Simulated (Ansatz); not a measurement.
**Relaxing a structure of Ni**

The start is a randomly generated symmetric cell of Ni (space group No. 221). The structure is fully relaxed (lattice and positions, P = 0) with PBE (plane waves to 420 eV, PAW, scalar-relativistic; Ansatz, a program for electronic structure). The first steps use a coarse 10×10×10 k-mesh.

Initial structure:
```
CELL_PARAMETERS angstrom
      3.31986     0.00000     0.00000
      0.00000     3.31986     0.00000
      0.00000     0.00000     3.31986
ATOMIC_POSITIONS crystal
  Ni 0.00000 0.50000 0.50000
  Ni 0.50000 0.00000 0.50000
  Ni 0.50000 0.50000 0.00000
```
Spin-polarised start, with parallel moments on Ni.

```yaml
initial_pressure: "+11.2 GPa (positive: the cell is compressed)"
outcome: The space group stays Pm-3m (No. 221) (the run could not lower it), with 3 atoms in the primitive magnetic cell
energy_released: 0.03 eV/atom
volume_change: +7.3 %, from 12.20 to 13.09 Å³/atom
Shortest distances (start → end): "The closest pairs of elements (up to four, under 3.6 Å), start → end: Ni–Ni 2.35 → 2.40 Å"
moments_at_the_end: net 0.77 μB/atom, ferromagnetic
optimiser_moves: 6
```

Final structure:

```cif
data_Ni3
_chemical_formula_sum 'Ni3'
_space_group_name_H-M_alt 'Pm-3m'
_space_group_IT_number 221
_space_group_name_Hall '-P 4 2 3'
_cell_length_a 3.39874
_cell_length_b 3.39874
_cell_length_c 3.39874
_cell_angle_alpha 90.000
_cell_angle_beta 90.000
_cell_angle_gamma 90.000
loop_
_atom_site_label
_atom_site_type_symbol
_atom_site_symmetry_multiplicity
_atom_site_Wyckoff_symbol
_atom_site_fract_x
_atom_site_fract_y
_atom_site_fract_z
_atom_site_occupancy
Ni1 Ni 3 c 0.00000 0.50000 0.50000 1
```

Final values are on a 14×14×14 k-mesh of the relaxed cell. Spin state reached: ferromagnetic (net 0.77 μB/atom), from parallel starting moments; other spin orders were not run from this start.

The run could not lose the symmetry of its start: the end is stationary, and may be a saddle point rather than a minimum.

All atoms sit on sites fixed by symmetry, so only the cell could relax.

The relaxed structure here is a generated cell of Ni: the first start was made by a random draw of sites in a space group, and the end was not matched to a known phase here, so it may be hypothetical. Known forms of Ni include space group No. 225.
